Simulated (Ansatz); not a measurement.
## ZrB: a sublattice moved along a line

Method: DFT PBE, scalar-relativistic, plane waves, PAW in Ansatz. Cutoff 420 eV, Γ-centred 18×18×18 k-points, Gaussian smearing of 0.15 eV. No spin polarisation. Energies are free energies at this smearing, counted from the undisturbed cell; pressure is positive in compression.

The starting cell (as given, not relaxed at this level; it stands at 34.8 GPa, and it needn't be the usual structure):

```
CELL_PARAMETERS angstrom
0.00000 2.32500 2.32500
2.32500 0.00000 2.32500
2.32500 2.32500 0.00000
ATOMIC_POSITIONS crystal
Zr 0.00000 0.00000 0.00000
B 0.50000 0.50000 0.50000
```

Every B atom is moved by x along the Cartesian unit vector (0.000, 0.000, -1.000); the cell and all other atoms stay fixed. The cell is metallic on the mesh throughout. At 35 GPa the given cell is far from its own equilibrium, so these figures belong to a strongly strained crystal.

```csv
x (Å),ΔE (meV/cell)
-0.5000,1735.8
-0.2500,355.5
0.0000,0.0
0.0625,20.0
0.1250,81.8
0.1875,191.1
0.3125,583.7
0.3750,883.2
0.4375,1262.7
```

By symmetry 0.5000 repeats -0.5000, -0.3750 repeats 0.3750, 0.2500 repeats -0.2500, -0.1250 repeats 0.1250 in energy, with the opposite slope along the path.